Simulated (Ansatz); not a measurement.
An Ansatz (a quantum-chemistry and plane-wave program) input:

Ansatz 0.2 input:
```yaml
crystal:
  lattice:
    - [4.0408198473, 0.0, 0.0]
    - [0.0, 4.0408198473, 0.0]
    - [0.0, 0.0, 4.0408198473]
  atoms:
    - { symbol: Ga, position: [0.0, 0.0, 0.0] }
    - { symbol: Rh, position: [0.0, 0.5, 0.5] }
    - { symbol: Rh, position: [0.5, 0.0, 0.5] }
    - { symbol: Rh, position: [0.5, 0.5, 0.0] }
    - { symbol: C, position: [0.5, 0.5, 0.5] }
kpoints:
  mp_grid: { grid: [8, 8, 8] }
  band_path:
    path:
      - [[0.0, 0.0, 0.0], [0.0, 0.5, 0.0], [0.5, 0.5, 0.0], [0.0, 0.0, 0.0], [0.5, 0.5, 0.5], [0.0, 0.5, 0.0]]  # Γ-X-M-Γ-R-X
      - [[0.5, 0.5, 0.5], [0.5, 0.5, 0.0]]  # R-M
    npoints: 12
basis: { xc_grid: 2 }
hamiltonian:
  xc: pbe
  pseudopotentials: { azcp: { folder: ./paw }, kind: paw_fr }
magnetization: { noncollinear: true, spin_orbit: true }
scf:
  n_extra_bands: 12
  convergence: { dr2_threshold: 0.0000000001 }
  occupations: { method: gaussian, width: 0.05 }
output: { eigenvalues: true }
```

Task: How many symmetry operations and irreducible k-points will the run report?

Result: 48 operations, 35 of 512 k-points.

Task: With a cutoff of 420 eV, how many plane waves at Γ?

Result: 1309.

It took roughly 80 core-seconds on shared server cores.

Space group Pm-3m (anti-perovskite). The start of the workflow was typed in or built on a structure type; neither database checked (COD, Materials Project) lists it. Whether it is the stable phase at ambient conditions was not checked. The cell was relaxed with PBE under the symmetry of its start; its stability against distortions is not shown here. The run is not spin-polarised.

Potentials: the earlier of the program's two PAW sets.

Ansatz is a plane-wave DFT program.
